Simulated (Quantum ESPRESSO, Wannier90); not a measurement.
## TlBr (rock salt), plane waves to Wannier functions

Cell from Materials Project (mp-568560), symmetrised, no further relaxation. Not found in the COD (Crystallography Open Database) copy used, which has the formula in other groups; not checked further. Method: PBEsol plane waves in Quantum ESPRESSO 7.5 (PseudoDojo norm-conserving files, 50 Ry, no spin polarisation, no spin-orbit coupling), Bloch states on a 8×8×8 mesh through Γ, Wannier90 4.0.1. Density: 8×8×8 mesh, cold smearing 0.01 Ry. Spin-orbit coupling is left out although heavy elements are present.

On the energy scale of pw.x, whose zero is arbitrary, the valence-band maximum lies at 3.68 eV.

Input w.win:

```
num_bands = 5
num_wann = 5
exclude_bands = 2-6,11-20
num_iter = 800
conv_tol = 1.0e-6
conv_window = 4
write_hr = true
write_u_matrices = true
begin projections
f=-0.1355,-0.4217,0.3854:s
f=0.0045,-0.0516,-0.1430:s
f=-0.1705,0.1200,0.0306:s
f=0.4759,-0.1619,-0.0560:s
f=-0.4082,-0.4378,-0.1044:s
end projections
begin unit_cell_cart
ang
    0.0000000000    3.3420400000    3.3420400000
    3.3420400000    0.0000000000    3.3420400000
    3.3420400000    3.3420400000    0.0000000000
end unit_cell_cart
begin atoms_frac
Tl   0.0000000000  0.0000000000  0.0000000000
Br   0.5000000000  0.5000000000  0.5000000000
end atoms_frac
mp_grid = 8 8 8
begin kpoints
0.0000000000 0.0000000000 0.0000000000
0.0000000000 0.0000000000 0.1250000000
0.0000000000 0.0000000000 0.2500000000
... (509 more lines: the 8x8x8 mesh through Gamma)
end kpoints
```

Input of pw2wannier90.x that gives the overlap and projection files (equivalent; here they were cut from one run over all bands):

```
&inputpp
  outdir = './out'
  prefix = 'pwscf'
  seedname = 'w'
  write_amn = .true.
  write_mmn = .true.
/
```

Output w.wout (banner and timings cut):

```
                                    ------
                                    SYSTEM
                                    ------

                              Lattice Vectors (Ang)
                    a_1     0.000000   3.342040   3.342040
                    a_2     3.342040   0.000000   3.342040
                    a_3     3.342040   3.342040   0.000000

                   Unit Cell Volume:      74.65604  (Ang^3)

                        Reciprocal-Space Vectors (Ang^-1)
                    b_1    -0.940022   0.940022   0.940022
                    b_2     0.940022  -0.940022   0.940022
                    b_3     0.940022   0.940022  -0.940022

 *----------------------------------------------------------------------------*
 |   Site       Fractional Coordinate          Cartesian Coordinate (Ang)     |
 +----------------------------------------------------------------------------+
 | tl   1   0.00000   0.00000   0.00000   |    0.00000   0.00000   0.00000    |
 | br   1   0.50000   0.50000   0.50000   |    3.34204   3.34204   3.34204    |
 *----------------------------------------------------------------------------*
                                ------------
                                K-POINT GRID
                                ------------

             Grid size =  8 x  8 x  8      Total points =  512

 *---------------------------------- MAIN ------------------------------------*
 |  Number of Wannier Functions               :                 5             |
 |  Number of Objective Wannier Functions     :                 5             |
 |  Number of input Bloch states              :                 5             |
 |  Output verbosity (1=low, 5=high)          :                 1             |
 |  Timing Level (1=low, 5=high)              :                 1             |
 |  Optimisation (0=memory, 3=speed)          :                 3             |
 |  Length Unit                               :               Ang             |
 |  Post-processing setup (write *.nnkp)      :                 F             |
 |  Using Gamma-only branch of algorithms     :                 F             |
 *----------------------------------------------------------------------------*
 *------------------------------- WANNIERISE ---------------------------------*
 |  Total number of iterations                :               800             |
 |  Number of CG steps before reset           :                 5             |
 |  Trial step length for line search         :             2.000             |
 |  Convergence tolerence                     :         0.100E-05             |
 |  Convergence window                        :                 4             |
 |  Iterations between writing output         :                 1             |
 |  Iterations between backing up to disk     :               100             |
 |  Write r^2_nm to file                      :                 F             |
 |  Write xyz WF centres to file              :                 F             |
 |  Write on-site energies <0n|H|0n> to file  :                 F             |
 |  Use guiding centre to control phases      :                 F             |
 |  Use phases for initial projections        :                 F             |
 *----------------------------------------------------------------------------*
 *-------------------------------- PLOTTING ----------------------------------*
 |  Plotting Hamiltonian in WF basis          :                 T             |
 *----------------------------------------------------------------------------*

       ... (k-mesh section left out)

 Starting a new Wannier90 calculation ...

 Reading overlaps from w.mmn

 Reading projections from w.amn

 *------------------------------- WANNIERISE ---------------------------------*
 +--------------------------------------------------------------------+<-- CONV
 | Iter  Delta Spread     RMS Gradient      Spread (Ang^2)            |<-- CONV
 +--------------------------------------------------------------------+<-- CONV

 ------------------------------------------------------------------------------
 Initial State
  WF centre and spread    1  ( -0.018123,  0.289708, -2.812477 )     4.40520755
  WF centre and spread    2  ( -0.513057,  0.123838, -0.027400 )    13.97498150
  WF centre and spread    3  ( -0.143012, -0.034430,  0.018432 )    14.87072803
  WF centre and spread    4  ( -0.125100,  1.627690,  1.052283 )    10.29617340
  WF centre and spread    5  ( -2.094334, -2.360772, -3.174092 )    16.23451410
  Sum of centres and spreads ( -2.893626, -0.353965, -4.943254 )    59.78160458

      0     0.598E+02     0.0000000000       59.7816045792  <-- CONV
        O_D=     11.5780963 O_OD=     40.0131321 O_TOT=     59.7816046 <-- SPRD
 ------------------------------------------------------------------------------
      1    -0.390E+01     3.4793477223       55.8786897802  <-- CONV
        O_D=      9.4083781 O_OD=     38.2799354 O_TOT=     55.8786898 <-- SPRD
      2    -0.279E+01     3.5387178986       53.0876635717  <-- CONV
        O_D=      7.6988155 O_OD=     37.1984719 O_TOT=     53.0876636 <-- SPRD
      3    -0.342E+01     2.6434498987       49.6681089860  <-- CONV
        O_D=      6.2892887 O_OD=     35.1884441 O_TOT=     49.6681090 <-- SPRD
      4    -0.266E+01     2.0476521587       47.0114928978  <-- CONV
        O_D=      5.9330940 O_OD=     32.8880227 O_TOT=     47.0114929 <-- SPRD
      5    -0.173E+01     1.9796104005       45.2861011307  <-- CONV
        O_D=      5.7023621 O_OD=     31.3933628 O_TOT=     45.2861011 <-- SPRD
       ... (lines left out)
    100    -0.112E-01     0.4090960169       24.0518448921  <-- CONV
        O_D=      4.0636530 O_OD=     11.7978157 O_TOT=     24.0518449 <-- SPRD
       ... (lines left out)
    200    -0.538E-03     0.0162835445        9.1622218917  <-- CONV
        O_D=      0.0003358 O_OD=      0.9715099 O_TOT=      9.1622219 <-- SPRD
       ... (lines left out)
    300    -0.330E-05     0.0015261828        9.1535846923  <-- CONV
        O_D=      0.0001116 O_OD=      0.9630969 O_TOT=      9.1535847 <-- SPRD
       ... (lines left out)
    325    -0.811E-06     0.0007139350        9.1535404594  <-- CONV
        O_D=      0.0001109 O_OD=      0.9630534 O_TOT=      9.1535405 <-- SPRD
    326    -0.525E-06     0.0005920678        9.1535399349  <-- CONV
        O_D=      0.0001109 O_OD=      0.9630528 O_TOT=      9.1535399 <-- SPRD
    327    -0.558E-06     0.0005508464        9.1535393773  <-- CONV
        O_D=      0.0001111 O_OD=      0.9630521 O_TOT=      9.1535394 <-- SPRD
             <<<     Delta < 1.000E-06  over  4 iterations     >>>
             <<< Wannierisation convergence criteria satisfied >>>
 Final State
  WF centre and spread    1  ( -0.153315,  0.246620, -2.969623 )     1.73252502
  WF centre and spread    2  ( -0.317843,  0.031851,  2.991459 )     1.72641430
  WF centre and spread    3  ( -0.000036,  0.000073, -0.000009 )     2.24354903
  WF centre and spread    4  (  0.054892,  2.888164,  0.124033 )     1.72624315
  WF centre and spread    5  ( -2.926514, -3.165162, -3.488040 )     1.72480788
  Sum of centres and spreads ( -3.342816,  0.001547, -3.342181 )     9.15353938

         Spreads (Ang^2)       Omega I      =     8.190376193
        ================       Omega D      =     0.000111100
                               Omega OD     =     0.963052084
    Final Spread (Ang^2)       Omega Total  =     9.153539377
```
